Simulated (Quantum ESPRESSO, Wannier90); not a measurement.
# CaHBr (P4/nmm): Wannier90 run

```
begin unit_cell_cart
ang
    3.8372900000    0.0000000000    0.0000000000
    0.0000000000    3.8372900000    0.0000000000
    0.0000000000    0.0000000000    8.2788100000
end unit_cell_cart
begin atoms_frac
Ca   0.0000000000  0.5000000000  0.1567800000
Ca   0.5000000000  0.0000000000 -0.1567800000
H    0.5000000000  0.5000000000  0.0000000000
H    0.0000000000  0.0000000000  0.0000000000
Br   0.0000000000  0.5000000000 -0.3191600000
Br   0.5000000000  0.0000000000  0.3191600000
end atoms_frac
```

Materials Project entry mp-24422; symmetrised, unrelaxed at this level. COD (Crystallography Open Database) has an entry of this formula and space group (matched by these alone). Method: PBEsol plane waves in Quantum ESPRESSO 7.5 (PseudoDojo norm-conserving files, 58 Ry, spinors with spin-orbit coupling), Bloch states on a 4×4×4 mesh through Γ, Wannier90 4.0.1. Density: 8×8×4 mesh, cold smearing 0.01 Ry. The cell is built of weakly bound layers, chains or molecules, whose nearest atoms lie 4.04 Å apart. Database cells relaxed without dispersion often hold them too far apart, which can enlarge gaps and weakens couplings between them; spacing and stacking were not compared with the measured crystal.

Bands 17-20 form an isolated set from -13.67 to -13.22 eV relative to the valence-band maximum (on the path) and are turned into 4 Wannier functions by minimising the spread from the start: atomic waves Br 4s.

Centres (Cartesian, Å; one of the equivalent choices) and spreads:

```tsv
n	x	y	z	spread (Å²)	nearest atom
1	0.000	1.919	-2.598	1.006	Br5
2	0.000	1.919	-2.598	1.006	Br5
3	1.919	0.000	2.598	1.006	Br6
4	1.919	0.000	2.598	1.006	Br6
```

Ω_I = 4.03 Å², Ω_total = 4.03 Å²; the interpolated bands follow pw.x to 0.0 meV rms on the path. Only this start was tried; a symmetric start can stop on a saddle, and mixtures of these functions could lower the total by at most Ω_total − Ω_I.
